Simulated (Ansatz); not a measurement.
HfO₂:
```
HfO2
1.0
    5.22824     0.00000     0.00000
    0.00000     5.01722     0.00000
    0.00000     0.00000     5.04153
Hf O
4 8
Direct
  0.03290   0.26756   0.24230
  0.96710   0.73244   0.74230
  0.46710   0.26756   0.74230
  0.53290   0.73244   0.24230
  0.36799   0.07173   0.37991
  0.63201   0.92827   0.87991
  0.13201   0.07173   0.87991
  0.86799   0.92827   0.37991
  0.73402   0.45967   0.49079
  0.26598   0.54033   0.99079
  0.76598   0.45967   0.99079
  0.23402   0.54033   0.49079
```

Relaxed with PBEsol. Special points in fractions of this cell's reciprocal vectors: Γ (0.000, 0.000, 0.000); X (0.500, 0.000, 0.000); S (0.500, 0.500, 0.000); Y (0.000, 0.500, 0.000); Z (0.000, 0.000, 0.500); U (0.500, 0.000, 0.500); R (0.500, 0.500, 0.500); T (0.000, 0.500, 0.500).

List the band energies nearest the valence-band maximum at these points for plane-wave PAW PBEsol with spin–orbit coupling (Ansatz code).

In eV from the valence-band maximum; about four levels below and three above (degenerate sets whole), none deeper than 8.9 eV; points with the same levels are listed once.

```csv
k,below,above
Γ,-0.05 -0.05 0.00 0.00,4.83 4.83 5.13 5.13
X,-0.39 -0.39 -0.38 -0.38,5.10 5.10 5.11 5.11
S,-0.49 -0.49 -0.46 -0.46,4.55 4.55 4.64 4.64
Y,-0.19 -0.19 -0.11 -0.11,4.46 4.46 4.79 4.79
Z,-0.25 -0.25 -0.25 -0.25,4.54 4.54 4.54 4.54
U,-0.68 -0.68 -0.68 -0.68,4.99 4.99 5.10 5.10
R,-0.82 -0.82 -0.82 -0.82,4.55 4.55 4.58 4.58
T,-0.36 -0.36 -0.36 -0.36,4.46 4.46 4.46 4.46
```

Space group Pca2_1. The PBEsol relaxation kept the symmetry of its start. The run is not spin-polarised.

Potentials: the later of the program's two PAW sets.
